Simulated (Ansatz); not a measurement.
# 47Ti NMR of the central transition in TiO2

Cell: a computed structure from the Materials Project (it need not be an observed phase).

```cif
data_TiO2
_symmetry_space_group_name_H-M 'Pbca'
_symmetry_Int_Tables_number 61
_cell_length_a 5.1491
_cell_length_b 9.1942
_cell_length_c 5.4591
_cell_angle_alpha 90.000
_cell_angle_beta 90.000
_cell_angle_gamma 90.000
loop_
_atom_site_label
_atom_site_type_symbol
_atom_site_symmetry_multiplicity
_atom_site_Wyckoff_symbol
_atom_site_fract_x
_atom_site_fract_y
_atom_site_fract_z
Ti Ti 8 c 0.1379 0.3710 0.4026
O9 O 8 c 0.4647 0.2697 0.3900
O17 O 8 c 0.8166 0.0105 0.8512
```

One atom of each set is listed.

Method: Kohn–Sham DFT in Ansatz, PBE, plane waves and PAW, scalar-relativistic, 420 eV cutoff, Γ-centred 5×3×5 k-points, Fermi–Dirac smearing 0.02 eV.

47Ti has I = 5/2 and Q = 302.0 mb (Pyykkö 2018); at 28.2 T its Larmor frequency is ν₀ = 67.8 MHz. Only the quadrupole interaction is simulated: positions count from each site's isotropic chemical shift, and shift anisotropy, dipolar and J coupling are left out.

Problem. What does the 47Ti spectrum (static powder) show for each site?

Solution. 

```tsv
site	first shell	C_Q (MHz)	η	P_Q (MHz)	δ_QIS (ppm)	breadth (kHz)
Ti	6 O at 1.87–2.05 Å	-12.9	0.96	14.8	-285	145
```

δ_QIS = −(ν_Q²/30ν₀²)[I(I+1) − 3/4](1 + η²/3) × 10⁶ ppm with ν_Q = 3|C_Q|/[2I(2I−1)]; it falls as 1/B₀² in ppm, and the breadth as 1/B₀ in kHz.
